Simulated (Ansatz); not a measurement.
Sr2ZrTiO6:
```yaml
crystal:
  lattice:
    - [4.07524, 0.00000, 0.00000]
    - [0.00000, 4.07524, 0.00000]
    - [0.00000, 0.00000, 8.08115]
  atoms:
    - { symbol: Sr, position: [0.00000, 0.00000, 0.76438] }
    - { symbol: O, position: [0.50000, 0.50000, 0.76183] }
    - { symbol: Ti, position: [0.50000, 0.50000, 0.00000] }
    - { symbol: O, position: [0.50000, 0.00000, 0.00000] }
    - { symbol: O, position: [0.00000, 0.50000, 0.00000] }
    - { symbol: Sr, position: [0.00000, 0.00000, 0.23562] }
    - { symbol: O, position: [0.50000, 0.50000, 0.23817] }
    - { symbol: Zr, position: [0.50000, 0.50000, 0.50000] }
    - { symbol: O, position: [0.50000, 0.00000, 0.50000] }
    - { symbol: O, position: [0.00000, 0.50000, 0.50000] }
```

Relaxed with PBE. Special points in fractions of this cell's reciprocal vectors: Γ (0.000, 0.000, 0.000); X (0.000, 0.500, 0.000); M (0.500, 0.500, 0.000); Z (0.000, 0.000, 0.500); R (0.000, 0.500, 0.500); A (0.500, 0.500, 0.500).

Q: List the band energies nearest the valence-band maximum at these points for PBE with spin–orbit coupling (plane waves, PAW; program Ansatz).

A: In eV from the valence-band maximum; about four levels below and three above (degenerate sets whole), none deeper than 8.9 eV; points with the same levels are listed once.

```csv
k,below,above
Γ,-0.33 -0.33 -0.26 -0.26,1.82 1.82 2.37 2.37
X,-0.47 -0.47 -0.09 -0.09,2.55 2.55 3.34 3.34
M,-0.02 -0.02 0.00 0.00,3.75 3.75 3.76 3.76
Z,-0.43 -0.43 -0.33 -0.33,1.83 1.83 2.95 2.95
R,-0.62 -0.62 -0.39 -0.39,3.02 3.02 3.34 3.34
A,-0.16 -0.16 -0.01 -0.01,3.74 3.74 3.76 3.76
```

Space group P4/mmm. The start of the workflow was typed in or built on a structure type; neither database checked (COD, Materials Project) lists it. Whether it is the stable phase at ambient conditions was not checked. The PBE relaxation kept the symmetry of its start; its stability against distortions is not shown here. The workflow began spin-polarised and lost its moments.

Potentials: the earlier of the program's two PAW sets.
